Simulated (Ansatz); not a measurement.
AlV₂C:
```yaml
crystal:
  lattice:
    - [2.88670, 0.00000, 0.00000]
    - [-1.44335, 2.49996, 0.00000]
    - [0.00000, 0.00000, 13.11186]
  atoms:
    - { symbol: Al, position: [0.33333, 0.66667, 0.75000] }
    - { symbol: Al, position: [0.66667, 0.33333, 0.25000] }
    - { symbol: V, position: [0.33333, 0.66667, 0.08547] }
    - { symbol: V, position: [0.66667, 0.33333, 0.58547] }
    - { symbol: V, position: [0.66667, 0.33333, 0.91453] }
    - { symbol: V, position: [0.33333, 0.66667, 0.41453] }
    - { symbol: C, position: [0.00000, 0.00000, 0.00000] }
    - { symbol: C, position: [0.00000, 0.00000, 0.50000] }
```

Relaxed with r²SCAN.

Task: Map the electron localisation function on the plane through (0.333, 0.667, 0.750) spanned by u = [0, 0, 1] and v = [1, -1, 0] in lattice vectors, from the program Ansatz at the r²SCAN level (PAW).

Result: x is the fraction of u, y of v (the angle between them is 90°; rows are the nearest grid lines); atoms in the plane: Al at (0.00, 0.00), Al at (0.50, 0.33), V at (0.34, 0.00), V at (0.84, 0.33), V at (0.16, 0.33), V at (0.66, 0.00), C at (0.25, 0.67), C at (0.75, 0.67).
```
y \ x   0.000  0.100  0.175  0.275  0.375  0.450  0.550  0.625  0.725  0.825  0.900   1.00
------  -----  -----  -----  -----  -----  -----  -----  -----  -----  -----  -----  -----
1.00    0.027  0.782  0.343  0.286  0.720  0.496  0.496  0.720  0.286  0.343  0.782  0.027
0.920   0.018  0.716  0.296  0.173  0.587  0.517  0.517  0.587  0.173  0.296  0.716  0.018
0.840   0.226  0.565  0.348  0.463  0.122  0.515  0.515  0.122  0.463  0.348  0.565  0.226
0.760   0.377  0.442  0.550  0.739  0.204  0.456  0.456  0.204  0.739  0.550  0.442  0.377
0.680   0.315  0.418  0.673  0.372  0.378  0.402  0.402  0.378  0.372  0.673  0.418  0.315
0.600   0.365  0.376  0.557  0.639  0.354  0.442  0.442  0.354  0.639  0.557  0.376  0.365
0.520   0.526  0.175  0.156  0.765  0.381  0.565  0.565  0.381  0.765  0.156  0.175  0.526
0.480   0.603  0.109  0.373  0.655  0.439  0.588  0.588  0.439  0.655  0.373  0.109  0.603
0.400   0.694  0.167  0.760  0.298  0.594  0.426  0.426  0.594  0.298  0.760  0.167  0.694
0.320   0.709  0.241  0.701  0.220  0.660  0.306  0.306  0.660  0.220  0.701  0.241  0.709
0.240   0.702  0.139  0.736  0.240  0.392  0.506  0.506  0.392  0.240  0.736  0.139  0.702
0.160   0.453  0.258  0.178  0.134  0.175  0.613  0.613  0.175  0.134  0.178  0.258  0.453
0.0800  0.018  0.669  0.187  0.159  0.608  0.539  0.539  0.608  0.159  0.187  0.669  0.018
0.000   0.027  0.782  0.343  0.286  0.720  0.496  0.496  0.720  0.286  0.343  0.782  0.027
```

The density is the valence pseudo-density with augmentation charge, so density and ELF within about 1 Å of a nucleus are not all-electron values.

Space group P6_3/mmc. The cell was relaxed with r²SCAN under the symmetry of its start. The workflow began spin-polarised and lost its moments.

Potentials: the later of the program's two PAW sets.
